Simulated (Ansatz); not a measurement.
MgS:
```
CELL_PARAMETERS angstrom
      0.00000     2.61485     2.61485
      2.61485     0.00000     2.61485
      2.61485     2.61485     0.00000
ATOMIC_POSITIONS crystal
  S  0.00000 0.00000 0.00000
  Mg 0.50000 0.50000 0.50000
```

Relaxed with PBE.

### Question
Which orbitals make up the states near the band edges in the program Ansatz at the PBE level (PAW)?

### Answer
Top 1 eV of the valence band: S 3p 97 %. Bottom 1 eV of the conduction band: Mg 3s 75 %, S 3p 7 %, outside the projected shells 14 %. Projections are on Löwdin-orthogonalised atomic valence shells; empty p or d shells of many metals are not among them.

### Question
Tabulate the density of states.

### Answer
States/eV per cell of 2 atoms, in 0.25 eV bins, energy from the valence-band maximum.

| E (eV) | total | S 3p | Mg 3s | S 3s |
|---|---|---|---|---|
| -7.85 | 0.00 | 0.00 | 0.00 | 0.00 |
| -7.60 | 0.00 | 0.00 | 0.00 | 0.00 |
| -7.35 | 0.00 | 0.00 | 0.00 | 0.00 |
| -7.10 | 0.00 | 0.00 | 0.00 | 0.00 |
| -6.85 | 0.00 | 0.00 | 0.00 | 0.00 |
| -6.60 | 0.00 | 0.00 | 0.00 | 0.00 |
| -6.35 | 0.00 | 0.00 | 0.00 | 0.00 |
| -6.10 | 0.00 | 0.00 | 0.00 | 0.00 |
| -5.85 | 0.00 | 0.00 | 0.00 | 0.00 |
| -5.60 | 0.00 | 0.00 | 0.00 | 0.00 |
| -5.35 | 0.00 | 0.00 | 0.00 | 0.00 |
| -5.10 | 0.00 | 0.00 | 0.00 | 0.00 |
| -4.85 | 0.00 | 0.00 | 0.00 | 0.00 |
| -4.60 | 0.26 | 0.19 | 0.07 | 0.00 |
| -4.35 | 0.57 | 0.43 | 0.13 | 0.01 |
| -4.10 | 0.96 | 0.75 | 0.18 | 0.02 |
| -3.85 | 2.33 | 1.95 | 0.30 | 0.05 |
| -3.60 | 1.70 | 1.40 | 0.21 | 0.06 |
| -3.35 | 0.63 | 0.50 | 0.08 | 0.04 |
| -3.10 | 0.66 | 0.54 | 0.07 | 0.04 |
| -2.85 | 0.91 | 0.80 | 0.06 | 0.03 |
| -2.60 | 0.97 | 0.86 | 0.05 | 0.03 |
| -2.35 | 1.00 | 0.91 | 0.04 | 0.02 |
| -2.10 | 1.15 | 1.04 | 0.05 | 0.02 |
| -1.85 | 1.43 | 1.31 | 0.06 | 0.01 |
| -1.60 | 1.94 | 1.82 | 0.05 | 0.01 |
| -1.35 | 1.99 | 1.89 | 0.03 | 0.01 |
| -1.10 | 2.02 | 1.93 | 0.02 | 0.01 |
| -0.85 | 2.07 | 2.00 | 0.01 | 0.00 |
| -0.60 | 1.91 | 1.86 | 0.00 | 0.00 |
| -0.35 | 1.06 | 1.04 | 0.00 | 0.00 |
| -0.10 | 0.44 | 0.43 | 0.00 | 0.00 |
| 0.15 | 0.00 | 0.00 | 0.00 | 0.00 |
| 0.40 | 0.00 | 0.00 | 0.00 | 0.00 |
| 0.65 | 0.00 | 0.00 | 0.00 | 0.00 |
| 0.90 | 0.00 | 0.00 | 0.00 | 0.00 |
| 1.15 | 0.00 | 0.00 | 0.00 | 0.00 |
| 1.40 | 0.00 | 0.00 | 0.00 | 0.00 |
| 1.65 | 0.00 | 0.00 | 0.00 | 0.00 |
| 1.90 | 0.00 | 0.00 | 0.00 | 0.00 |
| 2.15 | 0.00 | 0.00 | 0.00 | 0.00 |
| 2.40 | 0.00 | 0.00 | 0.00 | 0.00 |
| 2.65 | 0.00 | 0.00 | 0.00 | 0.00 |
| 2.90 | 0.04 | 0.00 | 0.03 | 0.00 |
| 3.15 | 0.11 | 0.01 | 0.09 | 0.01 |
| 3.40 | 0.18 | 0.01 | 0.13 | 0.01 |
| 3.65 | 0.24 | 0.02 | 0.17 | 0.01 |
| 3.90 | 0.33 | 0.03 | 0.21 | 0.02 |
| 4.15 | 0.42 | 0.04 | 0.25 | 0.02 |
| 4.40 | 0.53 | 0.06 | 0.28 | 0.03 |
| 4.65 | 0.82 | 0.08 | 0.33 | 0.04 |
| 4.90 | 1.32 | 0.12 | 0.45 | 0.06 |
| 5.15 | 1.99 | 0.19 | 0.63 | 0.08 |
| 5.40 | 1.75 | 0.16 | 0.47 | 0.09 |
| 5.65 | 0.83 | 0.05 | 0.14 | 0.03 |
| 5.90 | 0.63 | 0.04 | 0.08 | 0.02 |
| 6.15 | 0.84 | 0.04 | 0.09 | 0.01 |
| 6.40 | 1.71 | 0.08 | 0.14 | 0.01 |
| 6.65 | 1.50 | 0.07 | 0.13 | 0.01 |
| 6.90 | 1.25 | 0.06 | 0.13 | 0.01 |
| 7.15 | 1.29 | 0.05 | 0.10 | 0.01 |
| 7.40 | 1.47 | 0.05 | 0.09 | 0.01 |
| 7.65 | 1.66 | 0.06 | 0.09 | 0.02 |

Space group Fm-3m (rock salt). Symmetry was held in the PBE relaxation; phonons on a q-mesh show no instability.

Potentials: the later of the program's two PAW sets.
